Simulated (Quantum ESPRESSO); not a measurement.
# Strain and stress in TaZr2F3O5

The results below are calculated, not measured. They come from pw.x of Quantum ESPRESSO 7.5, a plane-wave density functional program, with PseudoDojo standard norm-conserving files (v0.5 for PBE, v0.4.1 for LDA and PBEsol). The cells are made up: elements, strain and atom displacements were drawn at random, and nothing was relaxed. There is no spin polarisation, spin-orbit coupling or dispersion term.

The cell has 12 sites of a rutile lattice (two cells along c). Sites 1 to 4 hold Ta Zr empty Zr; sites 5 to 12 hold F O O O O F O F. Cell vectors in Å: (4.868, 0.018, 0.022); (0.018, 4.761, 0.067); (0.029, 0.089, 6.467). Settings: PBE, cutoff 1143 eV, 5 x 5 x 4 k mesh shifted by half a step, Fermi-Dirac smearing of 0.025 eV.

Each run adds the same linear strain along x, y and z to one cell, with the atoms carried along; the vectors above are those of run 5. Stress is positive in tension and P is minus a third of its trace. E is the free energy for each atom above the lowest run shown. The last column is band 45 less band 44 at Gamma, from a band step after each run.

| run | strain (%) | s_xx (GPa) | s_yy (GPa) | s_zz (GPa) | s_xy (GPa) | P (GPa) | E (meV/atom) | level step at Gamma (eV) |
| --- | --- | --- | --- | --- | --- | --- | --- | --- |
| 1 | -2.26 | -6.32 | -9.37 | -0.93 | -4.58 | 5.54 | 6.57 | 2.536 |
| 3 | -1.21 | -0.66 | -3.83 | 5.79 | -4.76 | -0.43 | 0.00 | 2.452 |
| 4 | -0.82 | 1.23 | -1.97 | 8.02 | -4.81 | -2.43 | 1.42 | 2.421 |
| 5 | -0.48 | 2.79 | -0.44 | 9.87 | -4.86 | -4.07 | 4.22 | 2.394 |
| 6 | 0.87 | 8.29 | 4.98 | 16.32 | -5.00 | -9.86 | 28.96 | 2.286 |
| 7 | 2.02 | 12.17 | 8.82 | 20.83 | -5.07 | -13.94 | 65.49 | 2.195 |
| 2 | -1.82 | ? | ? | ? | ? | ? | ? | ? |

A rerun of one of these cells at 1467 eV and k mesh 7 x 7 x 6 moved values by no more than 0.004 eV in the cell's energy, 0.03 GPa in stress and 0.002 eV/Å in force.

## Worked fit

A parabola through the six runs shown gives P = -6.29 - 4.46 e + 0.339 e² GPa, with e in per cent and a scatter of 0.05 GPa. A linear strain of 1 % changes the volume by about 3 %, so the bulk modulus of this cell with clamped atoms is about 149 ± 2 GPa at e = 0. The error is the larger of the fit's own and the change that a cubic makes, rounded up.

## Withheld run

Question: what P should run 2 give?

The fit gives 2.95 GPa. The calculation gave 2.93 GPa.

```
run  strain (%)  s_xx (GPa)  s_yy (GPa)  s_zz (GPa)  s_xy (GPa)  P (GPa)  E (meV/atom)  level step at Gamma (eV)
  2       -1.82       -3.85       -6.95        2.01       -4.66     2.93          1.93                     2.501
```